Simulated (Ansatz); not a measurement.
Bi$_{2}$Te$_{3}$:
Space group R-3m, hexagonal axes (No. 166); a = b = 4.354 Å, c = 29.869 Å, α = β = 90.00°, γ = 120.00°

```csv
atom,site,symmetry,x,y,z
Bi,6c,3m,0.0000,0.0000,0.4003
Te,3a,-3m,0.0000,0.0000,0.0000
Te,6c,3m,0.0000,0.0000,0.2090
```
(The calculation used a cell of 5 atoms; values per cell refer to that cell.)

Relaxed with LDA.

**Question.** Decompose the optical modes at the zone centre into irreducible representations, and say which are infrared and Raman allowed.

**Answer.** Point group -3m: Γ_opt = 2A1g + 2A2u + 2Eg + 2Eu. Infrared: A2u, Eu. Raman: A1g, Eg.

**Question.** Assign frequencies (DFPT, DFT-LDA in the program Ansatz with PAW potentials; without the LO–TO term).

**Answer.** Eg 42, A1g 64, Eu 70, Eu 101, A2u 104, Eg 112, A2u 128, A1g 141 cm⁻¹.

The LDA relaxation kept the symmetry of its start; of distortions, only those at the zone centre were tested. A crystal of weakly bound layers computed without a dispersion correction: the cell and the soft elastic constants depend strongly on that. Scalar-relativistic: spin–orbit coupling is off unless named, which matters more the heavier the elements.

Potentials: the later of the program's two PAW sets.
